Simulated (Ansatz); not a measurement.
**A plane-wave run on LiTlS3**

input.yaml (Ansatz 0.2.0)

```yaml
crystal:
  lattice:
    - [5.824381, 3.671546, 0.0]
    - [5.824381, -3.671546, 0.0]
    - [3.977856, 0.0, -5.562012]
  atoms:
    - { symbol: Li, position: [0.2407, 0.7593, 0.0] }
    - { symbol: Li, position: [0.7593, 0.2407, 0.0] }
    - { symbol: Tl, position: [0.1539, 0.1539, 0.4194] }
    - { symbol: Tl, position: [0.8461, 0.8461, 0.5806] }
    - { symbol: S, position: [0.7788, 0.2212, 0.5] }
    - { symbol: S, position: [0.2212, 0.7788, 0.5] }
    - { symbol: S, position: [0.1978, 0.1978, 0.6739] }
    - { symbol: S, position: [0.8022, 0.8022, 0.3261] }
    - { symbol: S, position: [0.3192, 0.3192, 0.0615] }
    - { symbol: S, position: [0.6808, 0.6808, 0.9385] }
  symmetry: { tolerance: 0.0003 }
kpoints:
  mp_grid: { grid: [2, 2, 2], shift: [0, 0, 0] }
magnetization:
  spin_polarized: false
scf:
  occupations: { method: fermi_dirac }
hamiltonian:
  pseudopotentials: { kind: paw }
  xc: hse06
basis:
  ecutwfc: 420
  fft_grid_basis: typed
output:
  forces: true
  stress: true
  eigenvalues: true
  bader: true
  populations: true
  elf: true
  write_potential: true
  volumetric_format: npy
  dos:
    e_range: [-12, 8]
    de: 0.05
    projected: { site_lists: { Li: [Li], S: [S], Tl: [Tl] } }
    method: { smearing: { sigma: 0.1, scheme: gaussian } }
```

Excerpt of what it printed:

```
SCF iter   1: F=—  Δρ=6.66e-3  dr2=1.58e-1
SCF iter   2: F=—  Δρ=3.32e-3  dr2=3.38e-2  defer=2
SCF iter   3: F=—  Δρ=1.20e-3  dr2=1.13e-2  defer=1
SCF iter   4: F=—  Δρ=5.14e-4  dr2=1.28e-3  defer=1
SCF iter   5: F=—  Δρ=2.00e-4  dr2=2.36e-4  defer=1
SCF iter   6: F=—  Δρ=1.01e-4  dr2=6.16e-5  defer=1
SCF iter   7: F=—  Δρ=3.80e-5  dr2=5.97e-6
SCF iter   8: F=—  Δρ=1.04e-5  dr2=5.25e-7
SCF iter   9: F=—  Δρ=3.48e-6  dr2=8.60e-8
SCF iter  10: F=—  Δρ=1.20e-6  dr2=1.01e-8
…
SCF iter   6: F=—  Δρ=8.16e-5  dr2=2.69e-5  defer=1
SCF iter   7: F=-28710.2474 eV  Δρ=3.69e-5  dr2=9.59e-6  defer=1
hybrid outer 1: dexx = +2.938e-2 eV, tail = 3.45e-5 eV
SCF iter   1: F=—  Δρ=3.12e-5  dr2=3.34e-6
SCF iter   2: F=—  Δρ=2.20e-5  dr2=1.56e-6  defer=2
SCF iter   3: F=—  Δρ=1.11e-5  dr2=6.56e-7  defer=6
SCF iter   4: F=—  Δρ=4.32e-6  dr2=1.22e-7  defer=4
SCF iter   5: F=—  Δρ=2.65e-6  dr2=2.96e-8  defer=2
SCF iter   6: F=-28710.2472 eV  Δρ=1.20e-6  dr2=4.41e-9  defer=4
hybrid outer 2: dexx = +1.485e-6 eV, tail = 1.27e-8 eV, Δε = 2.52e-3 eV (about 5.53e-5 eV left of the loop's levels), ΔF = 9.10e-3 eV/Å (tail 5.41e-4)
Free energy (F): -28710.2472 eV
Frozen-core exchange: fock
Harris-Foulkes:  -28710.2472 eV  (|F-HF|=1.83e-9)
Internal energy: -28710.0441 eV  (E = F + TS)
E sigma→0 (E₀):  -28710.1457 eV
Entropy (-TS):   -0.2030 eV (-20.305 meV/atom)
Fermi energy:    3.5004 eV
--- Per-component energies (eV) ---
  E_band       = -473.4652
  E_kinetic    = 1387.6225
  E_local      = -4462.0659  (includes V_loc(G=0)·N_el)
  E_nonlocal   = 742.6894
  E_hartree    = 1710.5530
  E_xc         = -855.8725
  E_vxc        = -675.4308  (∫ρ·V_xc dr)
  E_exx        = -146.5989  (= α·E_x^exact, valence–valence)
  E_paw        = -24061.8732  (= ΣΔE_a)
  E_vpaw       = -594.1867  (= ΣTr[D̂ρ^β])
  E_aug_tail   = 0.0001  (compensation charges beyond the density's cutoff)
  E_ewald      = -3024.9463
  E_core_change = 0.4478  (= ΣΔE_core)
  E_smearing   = -0.2030  (= −TS)
--- Forces (eV/Å), atoms counted from 1 ---
  atom   1  Li     0.0000     0.0023     0.0000
  atom   2  Li     0.0000    -0.0023     0.0000
  atom   3  Tl    -1.1212     0.0000    -0.6318
  atom   4  Tl     1.1212     0.0000     0.6318
  atom   5  S      0.0000    -6.8192     0.0000
  atom   6  S      0.0000     6.8192     0.0000
  atom   7  S      5.8540     0.0000    -6.1153
  atom   8  S     -5.8540     0.0000     6.1153
  atom   9  S      2.5659     0.0000     9.1105
  atom  10  S     -2.5659     0.0000    -9.1105
--- Stress (GPa, compression-positive) ---
       24.1187       0.0000      -1.5030
        0.0000      12.7184       0.0000
       -1.5030       0.0000      33.7712
  P = ⅓ Tr σ = 23.5361 GPa (235.361 kbar)
--- Löwdin populations: 10 sites ---
  site symbol       q [e]
     0     Li      2.3083
     1     Li      2.3083
     2     Tl     12.5533
     3     Tl     12.5533
     4      S      6.1462
     5      S      6.1462
     6      S      6.3751
     7      S      6.3751
     8      S      6.3248
     9      S      6.3248
  spilling = 0.0086 (of n_electrons = 68.0000)
```

Origin: a known structure type with other elements, at an estimated volume, so it need not be a known compound. Caveats: the exchange threshold is loose for a stress; the SCF threshold is loose for a stress; many states at the Fermi level without spin polarisation, so a magnetic state may lie lower; hybrid functional on a coarse k mesh; atoms or cell far from equilibrium.
